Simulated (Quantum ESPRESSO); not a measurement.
AlSi2FO5, convergence and cost over cutoff and k mesh

Computed values, not a measurement. The program is pw.x of Quantum ESPRESSO 7.5 (plane-wave density functional theory). The cell is made up: 9 atoms on a quartz lattice, with randomly drawn elements, strain and displacements, not relaxed. PseudoDojo standard norm-conserving files (v0.5 for PBE, v0.4.1 for LDA and PBEsol) set the functional; there is no spin polarisation, spin-orbit coupling or dispersion term, and the masses in the input are unused placeholders.

Input of the run in row 4:

```
&control calculation='scf', pseudo_dir='./dojo.nc.sr.pbe.v0_5.standard.upf', outdir='./o', disk_io='low', tprnfor=.true., tstress=.true. /
&system ibrav=0, nat=9, ntyp=4, nbnd=30, ecutwfc=84.00895049, nosym=.true., tot_charge=0,
 occupations='smearing', smearing='fd', degauss=0.0018374661
/
&electrons conv_thr=7.350e-09, electron_maxstep=60, /
ATOMIC_SPECIES
Al 1.0 Al.upf
F 1.0 F.upf
O 1.0 O.upf
Si 1.0 Si.upf
CELL_PARAMETERS angstrom
4.9859 0.0352 -0.0297
-2.4625 4.2916 -0.0424
-0.0326 -0.0726 5.4903
ATOMIC_POSITIONS angstrom
Al 2.1976 -0.0869 3.6967
Si -1.0442 2.1304 1.7425
Si 1.3627 2.2137 0.0678
F 1.3599 1.1314 4.3
O 3.3369 0.5056 2.6139
O 2.8371 2.4719 0.4604
O 0.2777 1.9293 1.1306
O -1.0384 3.0329 3.0557
O 0.8575 3.7138 4.6542
K_POINTS automatic
5 5 4 1 1 1
```

The same cell was run at these settings. Meshes are shifted by half a step, and differences are from the last row, which is itself not exact.

| cutoff (eV) | k mesh | k points solved | threshold (eV) | free energy less the last row's (eV) | pressure (GPa) | largest stress difference (GPa) | largest force difference (eV/Å) | iterations | wall time (s) | k-point pools | processor |
| --- | --- | --- | --- | --- | --- | --- | --- | --- | --- | --- | --- |
| 800 | 2 x 2 x 2 | 4 | 1e-04 | 0.970 | 8.82 | 9.34 | 0.018 | 9 | 9 | 4 | Intel Xeon, 2023 or later |
| 1143 | 1 x 1 x 1 | 1 | 1e-07 | -0.118 | 18.31 | 1.13 | 0.754 | 12 | 13 | 4 | Intel Xeon, 2023 or later |
| 588 | 5 x 5 x 4 | 50 | 1e-07 | 10.841 | -36.51 | 54.91 | 0.165 | 12 | 24 | 4 | Intel Xeon, 2023 or later |
| 1143 | 5 x 5 x 4 | 50 | 1e-07 | 0.003 | 18.13 | 0.01 | 0.001 | 12 | 63 | 4 | Intel Xeon, 2023 or later |
| 1437 | 7 x 7 x 6 | 147 | 1e-07 | 0.000 | 18.14 | 0.00 | 0.000 | 12 | 298 | 4 | Intel Xeon, 2023 or later |

Each pool is one process. Wall times include start-up and a band step at six k points, which weighs most on the coarsest meshes. The runs were on shared virtual cores whose load varied, so times are rough.